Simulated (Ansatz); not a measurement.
SnSe (GeS type, space group Pnma)

```xyz
8
Lattice="11.5358 0.0000 0.0000 0.0000 4.1209 0.0000 0.0000 0.0000 4.5782" Properties=species:S:1:pos:R:3 pbc="T T T"
Sn     1.3611     1.0302     0.5333
Sn     4.4068     3.0907     2.8224
Sn    10.1747     3.0907     4.0449
Sn     7.1290     1.0302     1.7558
Se     9.8461     1.0302     2.2219
Se     7.4576     3.0907     4.5110
Se     1.6897     3.0907     2.3563
Se     4.0782     1.0302     0.0672
```

The slice is a (1 0 -1) plane (indices of the conventional cell) through the point (0.146, 0.750, 0.515) (fractional), spanned by u = [010] and v = [101] in vectors of this cell: u (4.12 Å) and v (12.41 Å, at 90° to u). It covers one period; positions are fractions (u, v).

Computed with r2SCAN+rVV10 (plane waves to 500 eV, PAW, scalar-relativistic; Ansatz, an electronic-structure program). k mesh 3×8×7. Inside the PAW spheres the values are not all-electron values, and peaks at nuclei hang on which shells count as valence. SnSe was relaxed with its symmetry unable to fall.

Problem. Sketch the density of the lowest conduction band (whole band as if filled, smooth part) on this plane as a map.

Solution. 
```
|6633000011000033|
|2211111122111111|
|1111111111111111|
|0000000000000000|
|0000111100111100|
|1111111111111111|
|1111110000001111|
|0000000000000000|
|9955110011001155|
|4466110000001166|
|4433000000000033|
|1111000000000011|
|1111111111111111|
|4433111111111133|
|2233110000001133|
|3366330000003366|
|9977330000003377|
|1111000000000011|
|6655110000001155|
|3366220000002266|
```
Scale: ten equal steps from 0.002 (start of '0') to 0.037 (end of '9'), in the order '0123456789'. Values: density of the lowest conduction band (whole band as if filled, smooth part) in e/Å³. The map has 8 points along u (two characters each, u = 0 at the left) and 20 along v (v = 0 in the bottom row).
